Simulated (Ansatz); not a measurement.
ZrS2 (CdI2 type, P-3m1), DFT-LDA in the program Ansatz with PAW potentials. The conduction-band minimum lies at L, with 3 equivalent valleys. Second derivatives d²E/dk² of the lowest band at one valley (eV·Å²), along Cartesian directions:

```json
[
 {"direction": "[100]", "d²E/dk²": "28.49"},
 {"direction": "[010]", "d²E/dk²": "7.812"},
 {"direction": "[001]", "d²E/dk²": "9.251"},
 {"direction": "[110]", "d²E/dk²": "18.17"},
 {"direction": "[101]", "d²E/dk²": "18.89"},
 {"direction": "[011]", "d²E/dk²": "3.296"}
]
```

Find the principal effective masses, the density-of-states mass and the conductivity mass.

Off-diagonal terms follow from H_xy = H[110] − (H_xx + H_yy)/2, and m*/mₑ = 7.620 eV·Å² over each eigenvalue: 0.27, 0.55, 2.3. One valley's DOS mass (m₁m₂m₃)^(1/3) = 0.70, conductivity mass 3/(Σ 1/mᵢ) = 0.50 mₑ.

What effective density of states Nc follows at 300 K for parabolic valleys?

Nc = 2.509e19 × 3 × (0.70)^(3/2) ≈ 4.4e19 cm⁻³.

Symmetry was held in the LDA relaxation. The run is not spin-polarised. A crystal of weakly bound layers computed without a dispersion correction: the cell and the soft elastic constants depend strongly on that. Scalar-relativistic: spin–orbit coupling is off unless named, which matters more the heavier the elements.

Potentials: the later of the program's two PAW sets.

Edges and masses are those of Kohn–Sham bands, whose gap is no quasiparticle gap.
